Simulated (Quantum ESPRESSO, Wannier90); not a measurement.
ZnCdO$_{2}$ (P3m1): Wannier90 run

Materials Project entry mp-1215505; symmetrised, unrelaxed at this level. Not found in the COD (Crystallography Open Database) copy used; not checked further. Computed values, not measurements, from PBEsol: Quantum ESPRESSO (norm-conserving PseudoDojo potentials, cutoff 82 Ry, no spin polarisation, no spin-orbit coupling) on a Γ-centred 6×6×4 mesh, then Wannier90. Density: 12×12×6 mesh, Gaussian smearing 0.01 Ry.

On the energy scale of pw.x, whose zero is arbitrary, the Fermi level lies at 8.61 eV.

Input w.win:

```
num_bands = 5
num_wann = 5
exclude_bands = 1-10,16-48
num_iter = 800
conv_tol = 1.0e-6
conv_window = 4
write_hr = true
write_u_matrices = true
auto_projections = true
begin unit_cell_cart
ang
    3.4464300293    0.0000000000    0.0000000000
   -1.7232150146    2.9846959577    0.0000000000
    0.0000000000    0.0000000000    5.7052700000
end unit_cell_cart
begin atoms_frac
Zn   0.0000000000  0.0000000000 -0.0030600000
Cd  -0.3333333333  0.3333333333  0.4904400000
O   -0.3333333333  0.3333333333  0.0979900000
O    0.0000000000  0.0000000000 -0.3493700000
end atoms_frac
mp_grid = 6 6 4
begin kpoints
0.0000000000 0.0000000000 0.0000000000
0.0000000000 0.0000000000 0.2500000000
0.0000000000 0.0000000000 0.5000000000
... (141 more lines: the 6x6x4 mesh through Gamma)
end kpoints
```

Input of pw2wannier90.x that gives the overlap and projection files (equivalent; here they were cut from one run over all bands):

```
&inputpp
  outdir = './out'
  prefix = 'pwscf'
  seedname = 'w'
  write_amn = .true.
  write_mmn = .true.
  atom_proj = .true.
  atom_proj_exclude = 1 2 3 4 5 6 7 8 9 10 11 12 13 14 20 21 22 23 24 25 26 27 28
/
```

Output w.wout (banner and timings cut):

```
                                    ------
                                    SYSTEM
                                    ------

                              Lattice Vectors (Ang)
                    a_1     3.446430   0.000000   0.000000
                    a_2    -1.723215   2.984696   0.000000
                    a_3     0.000000   0.000000   5.705270

                   Unit Cell Volume:      58.68752  (Ang^3)

                        Reciprocal-Space Vectors (Ang^-1)
                    b_1     1.823100   1.052567  -0.000000
                    b_2     0.000000   2.105134   0.000000
                    b_3     0.000000  -0.000000   1.101295

 *----------------------------------------------------------------------------*
 |   Site       Fractional Coordinate          Cartesian Coordinate (Ang)     |
 +----------------------------------------------------------------------------+
 | zn   1   0.00000   0.00000  -0.00306   |    0.00000   0.00000  -0.01746    |
 | cd   1  -0.33333   0.33333   0.49044   |   -1.72322   0.99490   2.79809    |
 | o    1  -0.33333   0.33333   0.09799   |   -1.72322   0.99490   0.55906    |
 | o    2   0.00000   0.00000  -0.34937   |    0.00000   0.00000  -1.99325    |
 *----------------------------------------------------------------------------*
                                ------------
                                K-POINT GRID
                                ------------

             Grid size =  6 x  6 x  4      Total points =  144

 *---------------------------------- MAIN ------------------------------------*
 |  Number of Wannier Functions               :                 5             |
 |  Number of Objective Wannier Functions     :                 5             |
 |  Number of input Bloch states              :                 5             |
 |  Output verbosity (1=low, 5=high)          :                 1             |
 |  Timing Level (1=low, 5=high)              :                 1             |
 |  Optimisation (0=memory, 3=speed)          :                 3             |
 |  Length Unit                               :               Ang             |
 |  Post-processing setup (write *.nnkp)      :                 F             |
 |  Using Gamma-only branch of algorithms     :                 F             |
 *----------------------------------------------------------------------------*
 *------------------------------- WANNIERISE ---------------------------------*
 |  Total number of iterations                :               800             |
 |  Number of CG steps before reset           :                 5             |
 |  Trial step length for line search         :             2.000             |
 |  Convergence tolerence                     :         0.100E-05             |
 |  Convergence window                        :                 4             |
 |  Iterations between writing output         :                 1             |
 |  Iterations between backing up to disk     :               100             |
 |  Write r^2_nm to file                      :                 F             |
 |  Write xyz WF centres to file              :                 F             |
 |  Write on-site energies <0n|H|0n> to file  :                 F             |
 |  Use guiding centre to control phases      :                 F             |
 |  Use phases for initial projections        :                 F             |
 *----------------------------------------------------------------------------*
 *-------------------------------- PLOTTING ----------------------------------*
 |  Plotting Hamiltonian in WF basis          :                 T             |
 *----------------------------------------------------------------------------*

 *---------------------------------- K-MESH ----------------------------------*
 +----------------------------------------------------------------------------+
 |                    Distance to Nearest-Neighbour Shells                    |
 |                    ------------------------------------                    |
 |          Shell             Distance (Ang^-1)          Multiplicity         |
 |          -----             -----------------          ------------         |
 |             1                   0.275324                      2            |
 |             2                   0.350856                      6            |
 |             3                   0.445985                     12            |
 |             4                   0.550647                      2            |
 |             5                   0.607700                      6            |
 |             6                   0.652926                     12            |
 |             7                   0.667160                     12            |
 |             8                   0.701711                      6            |
       ... (lines left out)
 +----------------------------------------------------------------------------+
 | The b-vectors are chosen automatically                                     |
 | The following shells are used:                       1,  2                 |
 +----------------------------------------------------------------------------+
 |                        Shell   # Nearest-Neighbours                        |
 |                        -----   --------------------                        |
 |                          1               2                                 |
 |                          2               6                                 |
 +----------------------------------------------------------------------------+
 | Completeness relation is fully satisfied [Eq. (B1), PRB 56, 12847 (1997)]  |
 +----------------------------------------------------------------------------+
 |                  b_k Vectors (Ang^-1) and Weights (Ang^2)                  |
 |                  ----------------------------------------                  |
 |            No.         b_k(x)      b_k(y)      b_k(z)        w_b           |
 |            ---        --------------------------------     --------        |
 |             1         0.000000    0.000000    0.275324     6.596030        |
 |             2         0.000000    0.000000   -0.275324     6.596030        |
 |             3         0.000000    0.350856    0.000000     2.707832        |
 |             4         0.303850    0.175428    0.000000     2.707832        |
 |             5         0.000000   -0.350856    0.000000     2.707832        |
 |             6         0.303850   -0.175428    0.000000     2.707832        |
 |             7        -0.303850   -0.175428    0.000000     2.707832        |
 |             8        -0.303850    0.175428    0.000000     2.707832        |
 +----------------------------------------------------------------------------+
 |                           b_k Directions (Ang^-1)                          |
 |                           -----------------------                          |
 |            No.           x           y           z                         |
 |            ---        --------------------------------                     |
 |             1         0.000000    0.000000    0.275324                     |
 |             2         0.000000    0.350856    0.000000                     |
 |             3         0.303850    0.175428    0.000000                     |
 |             4         0.303850   -0.175428    0.000000                     |
 +----------------------------------------------------------------------------+

 Starting a new Wannier90 calculation ...

 Reading overlaps from w.mmn

 Reading projections from w.amn

 *------------------------------- WANNIERISE ---------------------------------*
 +--------------------------------------------------------------------+<-- CONV
 | Iter  Delta Spread     RMS Gradient      Spread (Ang^2)            |<-- CONV
 +--------------------------------------------------------------------+<-- CONV

 ------------------------------------------------------------------------------
 Initial State
  WF centre and spread    1  ( -1.723215,  0.994899,  2.664124 )     1.58160247
  WF centre and spread    2  ( -1.723215,  0.925243,  2.749851 )     1.38820154
  WF centre and spread    3  ( -1.723215,  1.065306,  2.749851 )     1.38821672
  WF centre and spread    4  ( -1.723215,  1.039856,  2.907701 )     1.32412995
  WF centre and spread    5  ( -1.723215,  0.950229,  2.907701 )     1.32409514
  Sum of centres and spreads ( -8.616075,  4.975532, 13.979228 )     7.00624582

      0     0.701E+01     0.0000000000        7.0062458129  <-- CONV
        O_D=      0.0388559 O_OD=      0.1883607 O_TOT=      7.0062458 <-- SPRD
 ------------------------------------------------------------------------------
      1    -0.492E-02     0.0584989864        7.0013244334  <-- CONV
        O_D=      0.0378534 O_OD=      0.1844418 O_TOT=      7.0013244 <-- SPRD
      2    -0.148E-02     0.0328918058        6.9998395673  <-- CONV
        O_D=      0.0376791 O_OD=      0.1831312 O_TOT=      6.9998396 <-- SPRD
      3    -0.545E-03     0.0226933129        6.9992945596  <-- CONV
        O_D=      0.0376206 O_OD=      0.1826448 O_TOT=      6.9992946 <-- SPRD
      4    -0.976E-04     0.0117417862        6.9991969534  <-- CONV
        O_D=      0.0376163 O_OD=      0.1825515 O_TOT=      6.9991970 <-- SPRD
      5    -0.228E-04     0.0051259205        6.9991741602  <-- CONV
        O_D=      0.0376168 O_OD=      0.1825282 O_TOT=      6.9991742 <-- SPRD
       ... (lines left out)
    100    -0.190E-04     0.0036227053        6.9946548549  <-- CONV
        O_D=      0.0376500 O_OD=      0.1779757 O_TOT=      6.9946549 <-- SPRD
       ... (lines left out)
    200    -0.399E-04     0.0081464278        6.9914383387  <-- CONV
        O_D=      0.0370628 O_OD=      0.1753463 O_TOT=      6.9914383 <-- SPRD
       ... (lines left out)
    300    -0.560E-05     0.0019790655        6.9897187436  <-- CONV
        O_D=      0.0362406 O_OD=      0.1744489 O_TOT=      6.9897187 <-- SPRD
       ... (lines left out)
    400    -0.293E-05     0.0013898284        6.9888609931  <-- CONV
        O_D=      0.0355156 O_OD=      0.1743162 O_TOT=      6.9888610 <-- SPRD
       ... (lines left out)
    500    -0.471E-05     0.0027817841        6.9884338651  <-- CONV
        O_D=      0.0349082 O_OD=      0.1744965 O_TOT=      6.9884339 <-- SPRD
       ... (lines left out)
    600    -0.650E-06     0.0006767631        6.9882330150  <-- CONV
        O_D=      0.0344635 O_OD=      0.1747403 O_TOT=      6.9882330 <-- SPRD
       ... (lines left out)
    624    -0.552E-06     0.0006237020        6.9882021733  <-- CONV
        O_D=      0.0343739 O_OD=      0.1747991 O_TOT=      6.9882022 <-- SPRD
    625    -0.944E-06     0.0007197804        6.9882012291  <-- CONV
        O_D=      0.0343690 O_OD=      0.1748030 O_TOT=      6.9882012 <-- SPRD
    626    -0.938E-06     0.0011332335        6.9882002913  <-- CONV
        O_D=      0.0343682 O_OD=      0.1748029 O_TOT=      6.9882003 <-- SPRD
             <<<     Delta < 1.000E-06  over  4 iterations     >>>
             <<< Wannierisation convergence criteria satisfied >>>
 Final State
  WF centre and spread    1  ( -1.723215,  0.981800,  2.665619 )     1.57700109
  WF centre and spread    2  ( -1.723215,  0.951803,  2.736394 )     1.25148999
  WF centre and spread    3  ( -1.723215,  1.042812,  2.735843 )     1.25201971
  WF centre and spread    4  ( -1.723215,  1.074767,  2.920203 )     1.45610100
  WF centre and spread    5  ( -1.723215,  0.924412,  2.921781 )     1.45158852
  Sum of centres and spreads ( -8.616075,  4.975594, 13.979840 )     6.98820030

         Spreads (Ang^2)       Omega I      =     6.779029210
        ================       Omega D      =     0.034368218
                               Omega OD     =     0.174802863
    Final Spread (Ang^2)       Omega Total  =     6.988200291
```
